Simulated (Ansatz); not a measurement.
KCr₃O₈ in space group C2/m (No. 12; Pearson symbol mS24), the program Ansatz at the r²SCAN level (PAW). The conduction-band minimum lies at Γ, with 1 equivalent valley. Second derivatives d²E/dk² of the lowest band at one valley (eV·Å²), along Cartesian directions:

```csv
direction,d²E/dk²
[100],6.562
[010],9.981
[001],1.810
[110],8.269
[101],4.672
[011],5.897
```

Find the principal effective masses, the density-of-states mass and the conductivity mass.

Off-diagonal terms follow from H_xy = H[110] − (H_xx + H_yy)/2, and m*/mₑ = 7.620 eV·Å² over each eigenvalue: 0.76, 1.2, 4.3. One valley's DOS mass (m₁m₂m₃)^(1/3) = 1.6, conductivity mass 3/(Σ 1/mᵢ) = 1.2 mₑ.

What effective density of states Nc follows at 300 K for parabolic valleys?

Nc = 2.509e19 × 1 × (1.6)^(3/2) / 2 (one spin channel) ≈ 2.5e19 cm⁻³.

The workflow started from a Materials Project entry (that database holds measured and hypothetical structures alike); the Crystallography Open Database files this formula in space group No. 12, but the cells were not matched. Its standing as an ambient phase is unchecked. Symmetry was held in the r²SCAN relaxation; whether a distortion lowers the energy is not shown. Spin order of the final state: ferromagnetic, chosen from 2 collinear starts compared on coarse meshes (ties went to the first, and starts can fall back to one state), not a proven ground state. Other orbital occupations within this spin state were not tried. No Hubbard U is applied. Point labels and valley counts follow the cell and symmetry of the run, lower than the named group.

Potentials: the later of the program's two PAW sets.

Edges and masses are those of Kohn–Sham bands, whose gap is no quasiparticle gap.
